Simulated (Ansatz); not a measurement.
# Does relaxation matter for the field gradients of MgMnV4O12?

Start: a computed structure from the Materials Project (it need not be an observed phase).

```
Mg Mn V O
1.0
     6.09757    0.00000    0.00000
     2.11533    6.54986    0.00000
     2.00237    0.54998    6.73034
Mg Mn V O
1 1 4 12
Direct
  0.88208 0.87573 0.00769
  0.28464 0.92704 0.08502
  0.76762 0.58818 0.77837
  0.26784 0.77720 0.60976
  0.74036 0.21135 0.38782
  0.22196 0.39992 0.22067
  0.64372 0.76567 0.96374
  0.81196 0.35959 0.88919
  0.16172 0.93888 0.79829
  0.55187 0.61798 0.63777
  0.69659 0.07968 0.60294
  0.05322 0.63524 0.64788
  0.95197 0.35391 0.38035
  0.30877 0.90134 0.38219
  0.45377 0.36738 0.34387
  0.88501 0.04052 0.20548
  0.14815 0.64680 0.10942
  0.31980 0.22669 0.05145
```

Atom numbers follow the list; atoms alike are taken as one site, whose name carries the number of the first.

The numbers come from a DFT calculation in Ansatz (PBE, plane waves and PAW, scalar-relativistic, collinear spin, 420 eV cutoff, Γ-centred 4×3×3 k-points, Fermi–Dirac smearing 0.02 eV). Start moments as typed (μB): 5 on each Mn, none on the rest.

The largest force at the start is 1.2 eV/Å. Relaxing the ions at fixed cell moves them by 0.121 Å at most (atom 8, O) and 0.079 Å rms.

```csv
site,atom,moved (Å),first shell before,first shell after,V_zz before (10²¹ V/m²),η before
Mg,1,0.038,4 O at 1.94–2.09 Å,4 O at 1.95–2.10 Å,-2.77,0.60
Mn,2,0.088,6 O at 2.11–2.33 Å,6 O at 2.03–2.45 Å,-1.16,0.67
V3,3,0.086,4 O at 1.62–1.82 Å,4 O at 1.59–1.81 Å,4.43,0.96
V4,4,0.042,4 O at 1.68–1.80 Å,4 O at 1.67–1.79 Å,-4.70,0.41
V5,5,0.072,4 O at 1.63–1.83 Å,4 O at 1.60–1.82 Å,-4.40,0.64
V6,6,0.049,4 O at 1.68–1.80 Å,4 O at 1.67–1.78 Å,-2.78,0.87
O8,8,0.121,1 V at 1.62 Å,1 V at 1.59 Å,-0.98,0.65
O9,9,0.047,"1 V at 1.72 Å, 1 Mg at 2.02 Å, angle 113°; also 1 Mn at 2.33 Å","1 V at 1.69 Å, 1 Mg at 2.02 Å, angle 111°; also 1 Mn at 2.45 Å",-4.13,0.60
O11,11,0.102,1 V at 1.63 Å,1 V at 1.60 Å,-1.50,0.63
O18,18,0.072,"1 V at 1.68 Å, 1 Mn at 2.11 Å, angle 129°","1 V at 1.67 Å, 1 Mn at 2.05 Å, angle 130°",2.90,0.99
```

Question: How do the gradients change?

Answer: 

```json
{"site": "Mg", "atom": "1", "V_zz after": "-2.70", "η after": "0.60", "change of V_zz": "+0.07"}
{"site": "Mn", "atom": "2", "V_zz after": "1.51", "η after": "0.80", "change of V_zz": "–"}
{"site": "V3", "atom": "3", "V_zz after": "4.52", "η after": "0.68", "change of V_zz": "+0.09"}
{"site": "V4", "atom": "4", "V_zz after": "-4.55", "η after": "0.63", "change of V_zz": "+0.15"}
{"site": "V5", "atom": "5", "V_zz after": "-4.02", "η after": "0.95", "change of V_zz": "+0.38"}
{"site": "V6", "atom": "6", "V_zz after": "3.55", "η after": "0.94", "change of V_zz": "–"}
{"site": "O8", "atom": "8", "V_zz after": "-1.06", "η after": "0.59", "change of V_zz": "-0.08"}
{"site": "O9", "atom": "9", "V_zz after": "-3.67", "η after": "0.45", "change of V_zz": "+0.46"}
{"site": "O11", "atom": "11", "V_zz after": "-1.32", "η after": "0.87", "change of V_zz": "+0.18"}
{"site": "O18", "atom": "18", "V_zz after": "2.97", "η after": "0.85", "change of V_zz": "+0.07"}
```

The largest change of V_zz along a kept axis is on O9, from -4.13 to -3.67. The whole tensor moves most on Mn, by 1.17 along its most changed direction. In per cent, |V_zz| changes by -2 on Mg, -9 to +2 on V, -12 to +8 on O (all sites that start above 0.5, bar those whose gradient vanishes or changes sign or whose main axis turns by over 40°). Where |V_zz| stays above 0.1 and the axes keep their order, η moves most on V5, from 0.64 to 0.95. On V6, Mn the largest principal value lies along another axis in the second run, so the two V_zz can't be compared directly. The table leaves out 8 of the 18 sites, with |V_zz| up to 6.00; their tensors move by 0.44 at most along any direction. The statements above cover all sites.

All moments are parallel here, as the start or the cell imposes; many such compounds order antiparallel, where fields and spin densities carried over to other atoms largely cancel. The magnetic order is the one that the run reached from its start moments, not necessarily the measured one.
Before: At this cell the principal stresses reach 5 GPa in size with PBE, which can matter for small gradients.
